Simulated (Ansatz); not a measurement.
**Question.** Each is relaxed and computed with PBE in the plane-wave PAW code Ansatz. Which is the only one with a gap?
A) CeBPd3, cubic perovskite
B) CsSnBr3, cubic perovskite
C) SnGe, P-6m2 (Sn on 1a, Ge on 1f)
D) SiSn, rock salt

**Answer.** B, CsSnBr3, cubic perovskite. CsSnBr3: gap 0.63 eV (direct); SnGe: metal; SiSn: metal; CeBPd3: metal. Caveat: open 4f shells can settle in a state that is not the lowest. Spin orders computed, not proven ground states: CeBPd3, cubic perovskite ferromagnetic. Constructed cells (a structure type filled with these elements, in neither database checked): SnGe, P-6m2 (Sn on 1a, Ge on 1f); SiSn, rock salt. Standing as an ambient phase not checked: CeBPd3, cubic perovskite. All cells were relaxed under the symmetry of their starts (and spin orders); stability against distortions was not tested throughout. No Hubbard U is applied. Scalar-relativistic: spin–orbit coupling is off unless named, which matters more the heavier the elements.

Potentials: the later of the program's two PAW sets.
